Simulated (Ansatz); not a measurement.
Geometry optimisation in Ansatz: input, command and trajectory.

```yaml
crystal:
  lattice:
    - [-3.3352406183, 3.3352406183, 2.5764506277]
    - [3.3352406183, -3.3352406183, 2.5764506277]
    - [3.3352406183, 3.3352406183, -2.5764506277]
  atoms:
    - { symbol: As, position: [0.875, 0.125, 0.75] }
    - { symbol: As, position: [0.375, 0.125, 0.25] }
    - { symbol: As, position: [0.875, 0.625, 0.75] }
    - { symbol: As, position: [0.875, 0.125, 0.25] }
    - { symbol: Se, position: [0.5, 0.5, 0.0] }
    - { symbol: Se, position: [0.25, 0.75, 0.5] }
basis:
  ecutwfc: 420
kpoints:
  mp_grid: { grid: [8, 8, 8] }
hamiltonian:
  xc: pbesol
scf:
  occupations: { method: gaussian, width: 0.1 }
output:
  forces: true
  stress: true
  eigenvalues: true
relax:
  adjacent_minimum: "off"
  f_tol: 0.01
  max_steps: 30
  cell: { stress_tol: 0.1, fix: [volume] }
```

```bash
ansatz run input.yaml --threads 1 --pin off --max-ram 2560MiB --backend cpu --events-out ev --progress --plain --runs-dir out
```

The calculation used Ansatz, DFT PBEsol, scalar-relativistic, plane waves, PAW.

The volume is held at 0.91 times that of the relaxed cell.

Of 4 frames 3 are shown, positions in Å and forces in eV/Å; the SCF threshold varies from step to step. Steps run on the plane waves of an earlier cell, with a Pulay correction in the pressure. The basis is chosen afresh for the last frame, the zero of the energies, and at times for earlier ones too; energy and pressure step there, also at an unchanged geometry.

```xyz
6
Lattice="-3.3352 3.3352 2.5765 3.3352 -3.3352 2.5765 3.3352 3.3352 -2.5765" Properties=species:S:1:pos:R:3:forces:R:3 pbc="T T T" step=1 free_energy_over_end_meV_per_atom=0.67 pressure_GPa=8.69
As    0.0000    5.0029    0.6441    0.0000    0.0000    0.0000
As    0.0000    1.6676    0.6441    0.0000    0.0000    0.0000
As    1.6676    3.3352    1.9323    0.0000    0.0000    0.0000
As   -1.6676    3.3352    1.9323    0.0000    0.0000    0.0000
Se    0.0000    0.0000    2.5765    0.0000    0.0000    0.0000
Se    3.3352    0.0000    1.2882    0.0000    0.0000    0.0000
6
Lattice="-3.3207 3.3207 2.5991 3.3207 -3.3207 2.5991 3.3207 3.3207 -2.5991" Properties=species:S:1:pos:R:3:forces:R:3 pbc="T T T" step=2 free_energy_over_end_meV_per_atom=0.03 pressure_GPa=8.40
As    0.0000    4.9811    0.6498    0.0000    0.0000    0.0000
As    0.0000    1.6604    0.6498    0.0000    0.0000    0.0000
As    1.6604    3.3207    1.9493    0.0000    0.0000    0.0000
As   -1.6604    3.3207    1.9493    0.0000    0.0000    0.0000
Se    0.0000    0.0000    2.5991    0.0000    0.0000    0.0000
Se    3.3207    0.0000    1.2995    0.0000    0.0000    0.0000
6
Lattice="-3.3175 3.3175 2.6041 3.3175 -3.3175 2.6041 3.3175 3.3175 -2.6041" Properties=species:S:1:pos:R:3:forces:R:3 pbc="T T T" step=4 free_energy_over_end_meV_per_atom=0.00 pressure_GPa=8.34
As    0.0000    4.9762    0.6510    0.0000    0.0000    0.0000
As    0.0000    1.6587    0.6510    0.0000    0.0000    0.0000
As    1.6587    3.3175    1.9531    0.0000    0.0000    0.0000
As   -1.6587    3.3175    1.9531    0.0000    0.0000    0.0000
Se    0.0000    0.0000    2.6041    0.0000    0.0000    0.0000
Se    3.3175    0.0000    1.3021    0.0000    0.0000    0.0000
```

Time: 3.1 min on 1 thread of Intel(R) Xeon(R) Processor @ 2.50GHz (Skylake/Cascade Lake) (shared host), peak memory 0.59 GiB.